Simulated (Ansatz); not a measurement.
Relaxed-ion elastic tensor of C in space group P6_222 (No. 180; C on 3c) in GPa (Voigt order), r²SCAN (plane waves, PAW; program Ansatz); density 3.65 g/cm³, 5.46 Å³ per atom.

```
1210  83.4  40.1   0.0   0.0   0.0
83.4  1210  40.1   0.0   0.0   0.0
40.1  40.1  1210   0.0   0.0   0.0
 0.0   0.0   0.0   542   0.0   0.0
 0.0   0.0   0.0   0.0   542   0.0
 0.0   0.0   0.0   0.0   0.0   564
```

### Question
Is the crystal mechanically stable?

### Answer
Yes: the smallest eigenvalue of C is 542 GPa.

### Question
Work out the Voigt, Reuss and Hill averages.

### Answer
K_V = 440, K_R = 440, K_H = 440; G_V = 561, G_R = 560, G_H = 561 GPa.

### Question
Give Young's modulus, Poisson's ratio, Pugh's ratio and the universal anisotropy index.

### Answer
E = 9KG/(3K + G) = 1180 GPa; ν = 0.05; K/G = 0.78 (brittle by the Pugh limit of 1.75); A_U = 5G_V/G_R + K_V/K_R − 6 = 0.01.

### Question
Estimate the sound speeds and the Debye temperature.

### Answer
v_l = √((K + 4G/3)/ρ) = 18000 m/s, v_t = √(G/ρ) = 12400 m/s, mean 13500 m/s; Θ = (h/k)(3n/4πV)^(1/3) v_m = 2280 K.

### Question
How much does each axis shrink under pressure?

### Answer
Linear compressibilities β_i = Σ_j S_ij (j = 1 to 3): x 0.75, y 0.75, z 0.78 per TPa.

The start of the workflow was typed in or built on a structure type; neither database checked (COD, Materials Project) lists it. It is not the phase usual at ambient conditions (space group No. 194, 227). Symmetry was held in the r²SCAN relaxation; whether a distortion lowers the energy is not shown.

Potentials: the later of the program's two PAW sets.
